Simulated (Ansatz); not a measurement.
BP:
```xyz
6
Lattice="3.2406 0.0000 0.0000 -1.6203 2.8064 0.0000 0.0000 0.0000 6.9008" Properties=species:S:1:pos:R:3 pbc="T T T"
B      1.6203     0.0000     3.4504
B     -0.8102     1.4032     1.1501
B      0.8102     1.4032     5.7507
P      1.6203     0.0000     0.0000
P     -0.8102     1.4032     4.6006
P      0.8102     1.4032     2.3003
```

Relaxed with LDA. Special points in fractions of this cell's reciprocal vectors: Γ (0.000, 0.000, 0.000); M (0.500, 0.000, 0.000); K (0.333, 0.333, 0.000); A (0.000, 0.000, 0.500); L (0.500, 0.000, 0.500); H (0.333, 0.333, 0.500).

Question: List the band energies nearest the Fermi level at these points for LDA in the plane-wave PAW code Ansatz.

Answer: In eV from the Fermi level; about four levels below and three above (degenerate sets whole), none deeper than 8.9 eV; points with the same levels are listed once.

```tsv
k	below	above
Γ	-2.34 -2.34 -1.18 -1.18 -0.81	0.14 2.51 2.51
M	-4.04 -3.29 -2.79 -2.49	0.01 0.67 1.17
K	-6.03 -6.03 -3.44 -2.47 -2.47	1.66 2.77 2.77
A	-1.28 -1.06 -1.06 -0.65	2.18 2.42 2.92
L	-4.01 -3.96 -3.19 -3.11	1.96 2.31 2.50
H	-5.90 -5.90 -3.24 -2.90	3.11 4.45 4.58 4.58
```

Space group P6_222. The start of the workflow was typed in or built on a structure type; neither database checked (COD, Materials Project) lists it. It is not the phase usual at ambient conditions (space group No. 216). Symmetry was held in the LDA relaxation; its stability against distortions is not shown here. The Fermi level of a semimetal is unsure by some 0.05 eV on such meshes.

Potentials: the earlier of the program's two PAW sets. The files were generated under PBE; for other functionals the program regenerates the frozen cores, and for LDA and PBEsol the local potential too.
